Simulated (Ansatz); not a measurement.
# Relaxing a structure of GaCuSe2

The start is a generated trial cell of GaCuSe2 in the beta-NaFeO2 structure type. A full variable-cell relaxation at zero pressure is run with PBE (plane waves to 420 eV, PAW, scalar-relativistic; Ansatz, a first-principles code). The first steps use a coarse 3×3×3 k-mesh.

Starting cell:
```
GaCuSe2
1.0
    6.90796     0.00000     0.00000
    0.00000     8.15808     0.00000
    0.00000     0.00000     6.57865
Cu Ga Se
4 4 8
Direct
  0.08300   0.62500   0.00000
  0.91700   0.37500   0.50000
  0.58300   0.87500   0.00000
  0.41700   0.12500   0.50000
  0.07800   0.12500   0.00000
  0.92200   0.87500   0.50000
  0.57800   0.37500   0.00000
  0.42200   0.62500   0.50000
  0.06800   0.11200   0.36500
  0.93200   0.88800   0.86500
  0.56800   0.38800   0.36500
  0.43200   0.61200   0.86500
  0.09500   0.64000   0.39500
  0.90500   0.36000   0.89500
  0.59500   0.86000   0.39500
  0.40500   0.14000   0.89500
```

Problem. What is the largest force in the starting geometry, and on which atom (counted from 1)?

Solution. 1.70 eV/Å, on Se13, Se14, Se15, Se16 (atoms numbered as listed).

Problem. By how much does the energy per atom fall from start to end?

Solution. 0.08 eV/atom.

Problem. How do the shortest distances between atoms change?

Solution. The closest pairs of elements (up to four, under 3.6 Å), start → end: Ga–Se 2.35 → 2.46 Å; Cu–Se 2.55 → 2.43 Å.

The space group stays Pna2₁ (No. 33) (the run could not lower it), with 16 atoms in the primitive cell. Final values are on a 4×4×4 k-mesh of the relaxed cell. No spin polarisation in the result.

The run could not lose the symmetry of its start, so the end can be a saddle point.

The relaxed structure here is a generated cell of GaCuSe2: the first start was made by placing the elements on the sites of a structure type, and the end was not matched to a known phase here, so it may be hypothetical. Known forms of GaCuSe2 include space group No. 122.
